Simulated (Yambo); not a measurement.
Yambo run on LiBaF₃ (cubic perovskite, space group Pm-3m, No. 221). The wavefunctions are PBEsol (Quantum ESPRESSO, PseudoDojo norm-conserving, 84 Ry, no spin-orbit coupling) ones on a 4×4×4 mesh (17 occupied bands); a = b = c = 3.9886 Å, α = β = γ = 90.00°.

Yambo input:

```
rim_cut
gw0
dyson
el_el_corr
HF_and_locXC
cohsex
em1s
RandQpts= 1000000
RandGvec= 1 Ry
EXXRLvcs= 84 Ry
VXCRLvcs= 336 Ry
Chimod= "HARTREE"
% BndsRnXs
 2 | 121 |
%
NGsBlkXs= 8 Ry
% LongDrXs
 1.0 | 1.0 | 1.0 |
%
ExtendOut
% QPkrange
 1 | 1 | 17 | 18 |
%
```

k points by index: 1 = Γ.

Resulting energies as the program prints them:

```
#    K-point    Band    Eo [eV]    E [eV]    E-Eo [eV]    Vxc [eV]    Vnlxc [eV]    Sc|Eo [eV]    Re(Z)    Im(Z)
#
    1    17    0.000000    -4.031644    -4.031644    -22.56307    -30.19631    3.601597    1.000000    0.000000
    1    18    6.608133    6.816481    0.208347    -9.974806    -5.124275    -4.642184    1.000000    0.000000
```
(The two width columns are left out.) Convergence of these settings isn't established.

Geometry of the Materials Project entry, not relaxed at this level.

The structure is a Materials Project entry; no match was found in the copy of COD used, and its stability was not checked.
